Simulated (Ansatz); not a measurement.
ZrAg (rock salt, Fm-3m) under volume change, DFT-r²SCAN in the program Ansatz with PAW potentials, scaled uniformly.

```json
[
 {"V (Å³/atom)": "20.361", "E − E(relaxed) (meV/atom)": "66.3", "P (GPa)": "11.49"},
 {"V (Å³/atom)": "21.033", "E − E(relaxed) (meV/atom)": "27.8", "P (GPa)": "7.02"},
 {"V (Å³/atom)": "21.704", "E − E(relaxed) (meV/atom)": "6.6", "P (GPa)": "3.22"},
 {"V (Å³/atom)": "22.375", "E − E(relaxed) (meV/atom)": "0.0", "P (GPa)": "0.00"},
 {"V (Å³/atom)": "23.046", "E − E(relaxed) (meV/atom)": "5.9", "P (GPa)": "-2.73"},
 {"V (Å³/atom)": "23.718", "E − E(relaxed) (meV/atom)": "22.3", "P (GPa)": "-5.05"},
 {"V (Å³/atom)": "24.389", "E − E(relaxed) (meV/atom)": "47.7", "P (GPa)": "-7.01"}
]
```

What does a third-order Birch–Murnaghan fit give for V₀, B₀ and B′?

V₀ = 22.38 Å³/atom, B₀ = 98.6 GPa, B′ = 4.5.

The start of the workflow was typed in or built on a structure type; neither database checked (COD, Materials Project) lists it. COD files the formula under space group No. 129. Whether it is the stable phase at ambient conditions was not checked. The cell was relaxed with r²SCAN under the symmetry of its start. At this level the phase is mechanically unstable. The run is not spin-polarised. Its formation energy is positive at this level, so the cell may be metastable or incomplete.

Potentials: the later of the program's two PAW sets.
